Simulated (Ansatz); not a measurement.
With PBEsol in the plane-wave PAW code Ansatz, BAs in the rock salt structure (Fm-3m) relaxes to a = 4.571 Å. B has 6 nearest neighbours from 2.29 Å (octahedral); As has 6 nearest neighbours from 2.29 Å (octahedral). Its formation energy from the elements is 802 meV/atom, with no fitted shifts.

Electronic character: metallic (no gap). Gap from PBEsol with spin–orbit coupling: none (metallic).

An equation-of-state fit gives a bulk modulus of 1430 kbar. The relaxed-ion elastic constants in GPa are C11 = 229, C12 = 97.2, C44 = 60.3. The elastic constants imply a Debye temperature near 471 K.

The start of the workflow was typed in or built on a structure type; neither database checked (COD, Materials Project) lists it. It is not the phase usual at ambient conditions (space group No. 216). The cell was relaxed with PBEsol under the symmetry of its start. At this level the phase is dynamically unstable (imaginary phonons). Its formation energy is positive at this level, so the cell may be metastable or incomplete. As this level gives no gap, shear constants depend on the k-mesh and smearing (Fermi–Dirac, 0.1 eV here). The references are the lowest solids computed at this level, not always the standard phases. Spin–orbit coupling is left out wherever it is not named.

Potentials: the later of the program's two PAW sets.
